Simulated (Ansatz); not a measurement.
## Si7N8O2: does the network obey its valences?

A cell of 17 atoms, a random packing after short dynamics, relaxed. The calculation used DFT PBE, scalar-relativistic, plane waves, PAW in Ansatz 0.2.0.

Cutoff 420 eV; k points 4×4×4 on the computed 17-atom cell (Γ-centred); Gaussian smearing, width 0.02 eV; no spin polarisation.

```yaml
crystal:
  lattice:
    - [5.43122, -0.38257, -0.48110]
    - [-0.42279, 6.93926, 0.11590]
    - [-0.49051, 0.13285, 5.57722]
  atoms:
    - { symbol: Si, position: [0.82424, 0.46960, 0.96268] }
    - { symbol: Si, position: [0.38183, 0.42264, 0.53064] }
    - { symbol: Si, position: [0.56536, 0.05451, 0.82337] }
    - { symbol: Si, position: [0.45553, 0.03470, 0.34008] }
    - { symbol: Si, position: [0.08241, 0.85058, 0.00860] }
    - { symbol: Si, position: [0.06636, 0.63984, 0.51350] }
    - { symbol: Si, position: [0.97160, 0.21186, 0.19273] }
    - { symbol: N, position: [0.97211, 0.66406, 0.80220] }
    - { symbol: N, position: [0.49184, 0.90112, 0.59751] }
    - { symbol: N, position: [0.05545, 0.81288, 0.29793] }
    - { symbol: N, position: [0.57802, 0.32475, 0.78317] }
    - { symbol: N, position: [0.25985, 0.21629, 0.36257] }
    - { symbol: N, position: [0.52858, 0.53819, 0.29122] }
    - { symbol: N, position: [0.38480, 0.96581, 0.03705] }
    - { symbol: N, position: [0.75098, 0.54436, 0.26588] }
    - { symbol: O, position: [0.89332, 0.04742, 0.95081] }
    - { symbol: O, position: [0.74182, 0.16046, 0.34088] }
```

Pairs within 1.2 times the summed covalent radii count as bonded, except two cations (other than C and H) that share an anion, which edge-sharing polyhedra bring close without a bond.

Problem. Compare coordinations with the usual valences, and count constraints.

Solution.
```json
{"element": "N", "usual valence": "3", "atoms × bonds found": "3×2, 5×3"}
{"element": "O", "usual valence": "2", "atoms × bonds found": "1×2, 1×3"}
{"element": "Si", "usual valence": "4", "atoms × bonds found": "7×4"}
```

13 of 17 atoms have their usual valence (8 − N for groups 14 to 17, three for boron, one for hydrogen), 1 have more bonds and 3 fewer. The mean coordination is 3.18 against 3.29 by the rule. 11 % of the bonds join like atoms. Each atom with r bonds brings r/2 stretching and 2r − 3 bending constraints (no bending for r = 1): 4.94 per atom against 3 degrees of freedom, so by Maxwell counting the network is stressed rigid: without a crystal's symmetry not all bonds and angles can be satisfied, which shows as spread in angles. The angle at bridging O is soft; without those 1 constraints 4.88 remain, still too many.

Cost: 6 runs of about 54 core-minutes in all (earlier runs that led there not counted), on Intel Xeon Processor @ 2.50GHz (Skylake/Cascade Lake) (shared hosts).